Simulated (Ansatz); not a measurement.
Data:

Ti₂SnC:
```cif
data_C2Sn2Ti4
_chemical_formula_sum 'Ti4 Sn2 C2'
_space_group_name_H-M_alt 'P63/mmc'
_space_group_IT_number 194
_space_group_name_Hall '-P 6c 2c'
_cell_length_a 3.16594
_cell_length_b 3.16594
_cell_length_c 13.73176
_cell_angle_alpha 90.000
_cell_angle_beta 90.000
_cell_angle_gamma 120.000
loop_
_atom_site_label
_atom_site_type_symbol
_atom_site_symmetry_multiplicity
_atom_site_Wyckoff_symbol
_atom_site_fract_x
_atom_site_fract_y
_atom_site_fract_z
_atom_site_occupancy
Ti1 Ti 4 f 0.33333 0.66667 0.08077 1
Sn1 Sn 2 d 0.66667 0.33333 0.25000 1
C1 C 2 a 0.00000 0.00000 0.00000 1
```

This is the r²SCAN-relaxed structure.

Q: All from the program Ansatz at the r²SCAN level (PAW), unless another level is named. Estimate the electronic character.

A: metallic (no gap).

Q: Give the formation energy from the elements (no fitted shifts).

A: -797 meV/atom.

Q: Next, the density of states at the Fermi level?

A: 0.43 states/eV per atom (mean over ±0.08 eV).

Q: And the gap with spin–orbit coupling?

A: none (metallic).

Space group P6_3/mmc. The workflow started from a Materials Project entry (that database holds measured and hypothetical structures alike); the Crystallography Open Database copy checked does not list it. Its standing as an ambient phase is unchecked. The r²SCAN relaxation kept the symmetry of its start; its stability against distortions is not shown here. The run is not spin-polarised. The references are the lowest solids computed at this level, not always the standard phases. Scalar-relativistic: spin–orbit coupling is off unless named, which matters more the heavier the elements.

Potentials: the earlier of the program's two PAW sets.
